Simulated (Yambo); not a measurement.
Yambo run on RbNH$_{2}$ (space group P2_1/m, No. 11). The wavefunctions come from this Quantum ESPRESSO step (PBEsol, PseudoDojo standard norm-conserving files, scalar-relativistic):

```
&CONTROL
  calculation = 'nscf'
  pseudo_dir = './pseudo'
  outdir = './out'
/
&SYSTEM
  ibrav = 0
  nat = 8
  ntyp = 3
  ecutwfc = 84.0
  ecutrho = 336.0
  occupations = 'fixed'
  force_symmorphic = .true.
  nbnd = 170
/
&ELECTRONS
  conv_thr = 8e-09
  diago_full_acc = .true.
  diago_thr_init = 1e-08
/
ATOMIC_SPECIES
H 1.0080 H.upf
N 14.0070 N.upf
Rb 85.4678 Rb.upf
CELL_PARAMETERS angstrom
  4.841150000000   0.000000000000   0.000000000000
  0.000000000000   3.947260000000   0.000000000000
 -0.994316000000   0.000000000000   6.334598000000
ATOMIC_POSITIONS crystal
H   0.336370000000   0.450290000000   0.869500000000
H   0.663630000000   0.549710000000   0.130500000000
H   0.663630000000   0.950290000000   0.130500000000
H   0.336370000000   0.049710000000   0.869500000000
N   0.289670000000   0.250000000000   0.768100000000
N   0.710330000000   0.750000000000   0.231900000000
Rb   0.203990000000   0.250000000000   0.301410000000
Rb   0.796010000000   0.750000000000   0.698590000000
K_POINTS automatic
2 4 2 0 0 0
```

Yambo input:

```
rim_cut
gw0
dyson
el_el_corr
HF_and_locXC
ppa
em1d
RandQpts= 1000000
RandGvec= 1 Ry
EXXRLvcs= 84 Ry
VXCRLvcs= 336 Ry
Chimod= "HARTREE"
% BndsRnXp
 1 | 169 |
%
NGsBlkXp= 7 Ry
% LongDrXp
 1.0 | 1.0 | 1.0 |
%
PPAPntXp= 27.2114 eV
% GbndRnge
 1 | 169 |
%
GTermKind= "BG"
DysSolver= "n"
ExtendOut
% QPkrange
 1 | 1 | 16 | 17 |
 2 | 2 | 16 | 17 |
 6 | 6 | 16 | 17 |
 7 | 7 | 16 | 17 |
 8 | 8 | 16 | 17 |
 11 | 11 | 16 | 17 |
 12 | 12 | 16 | 17 |
%
```

k points by index: 1 = Γ, 2 = (0, 0, -0.5), 6 = (0, -0.5, -0.5), 7 = (-0.5, 0, 0), 8 = (-0.5, 0, -0.5), 11 = (-0.5, -0.5, 0), 12 = (-0.5, -0.5, -0.5).

Table of the .qp output:

```
#    K-point    Band    Eo [eV]    E [eV]    E-Eo [eV]    Vxc [eV]    Vnlxc [eV]    Sc|Eo [eV]    Sc|E [eV]    dSc/dw|Eo [eV]    Re(Z)    Im(Z)
#
    1    16    -0.046598    -1.386903    -1.340304    -15.05002    -19.42145    2.697873    3.031123    -6.765035    0.800888    -0.001491
    1    17    1.963108    2.790793    0.827685    -8.310745    -4.251534    -3.098626    -3.231526    -4.368794    0.861659    -0.971049E-3
    2    16    0.000000    -1.306973    -1.306973    -15.23987    -19.59309    2.718949    3.046239    -6.813488    0.799747    -0.001496
    2    17    3.159169    4.187682    1.028513    -9.583481    -5.223864    -3.154054    -3.331103    -4.683694    0.853152    -0.001114
    6    16    -0.451791    -1.828431    -1.376640    -14.32401    -18.73933    2.692940    3.038682    -6.833242    0.799282    -0.001700
    6    17    4.852669    5.956854    1.104185    -9.231966    -4.667514    -3.263362    -3.460267    -4.851101    0.848690    -0.002642
    7    16    -0.642881    -2.047184    -1.404303    -13.74872    -18.03780    2.537273    2.884776    -6.732542    0.801651    -0.002140
    7    17    3.847286    5.037411    1.190126    -10.37028    -5.795150    -3.168076    -3.385003    -4.960243    0.845817    0.001253
    8    16    -0.490386    -1.860064    -1.369678    -14.23976    -18.56963    2.618169    2.960192    -6.794111    0.800202    -0.001730
    8    17    4.134112    5.332375    1.198263    -10.34294    -5.689260    -3.240892    -3.455413    -4.871096    0.848168    -0.001162
    11    16    -0.099444    -1.433066    -1.333622    -14.90068    -19.21178    2.647144    2.977473    -6.739338    0.801494    -0.001497
    11    17    4.021303    5.031503    1.010200    -8.114403    -3.886763    -3.057857    -3.217440    -4.298223    0.863589    -0.957016E-3
    12    16    -0.146323    -1.485809    -1.339486    -14.79278    -19.08967    2.626790    2.957404    -6.715627    0.802054    -0.001496
    12    17    5.149531    6.262492    1.112960    -8.611583    -4.104305    -3.211907    -3.394318    -4.457155    0.859229    -0.004823
```
(The two width columns are left out.) Convergence of these settings isn't established.

Geometry of the Materials Project entry, not relaxed at this level.

The structure is a Materials Project entry; no match was found in the copy of COD used, and its stability was not checked.
